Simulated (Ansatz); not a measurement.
**YSb: clamped-ion strain scan**

Method: Ansatz, DFT PBEsol, scalar-relativistic, plane waves, PAW. The runs took a 420 eV cutoff, a Γ-centred 14×14×14 mesh and Gaussian smearing (0.15 eV). No spin polarisation. Energies are free energies at this smearing, counted from the undisturbed cell; pressure is positive in compression.

The undisturbed cell (as given, not relaxed at this level; it stands at -2.2 GPa, and it needn't be the usual structure):

```
Y Sb
1.0
     0.00000    3.09500    3.09500
     3.09500    0.00000    3.09500
     3.09500    3.09500    0.00000
Y Sb
1 1
Direct
  0.50000 0.50000 0.50000
  0.00000 0.00000 0.00000
```

The cell is strained by ε times the Voigt pattern (1, -1, 0, 0, 0, 0) (xx, yy, zz, yz, xz, xy; engineering shear) with fractional coordinates fixed. The cell is metallic on the mesh throughout.

| ε | ΔE (meV/atom) | stress summed along the pattern (GPa, tension positive) | pressure (GPa) |
| --- | --- | --- | --- |
| -0.0600 | 84.8 | -15.97 | -0.3 |
| -0.0300 | 20.4 | -7.54 | -1.7 |
| 0.0000 | 0.0 | 0.00 | -2.2 |
| 0.0075 | 1.3 | 1.85 | -2.1 |
| 0.0150 | 5.0 | 3.71 | -2.1 |
| 0.0225 | 11.4 | 5.60 | -1.9 |
| 0.0375 | 32.1 | 9.52 | -1.4 |
| 0.0450 | 46.7 | 11.58 | -1.1 |
| 0.0525 | 64.2 | 13.73 | -0.7 |

By symmetry 0.0600 repeats -0.0600, -0.0450 repeats 0.0450, 0.0300 repeats -0.0300, -0.0150 repeats 0.0150 in energy, with the opposite slope along the path.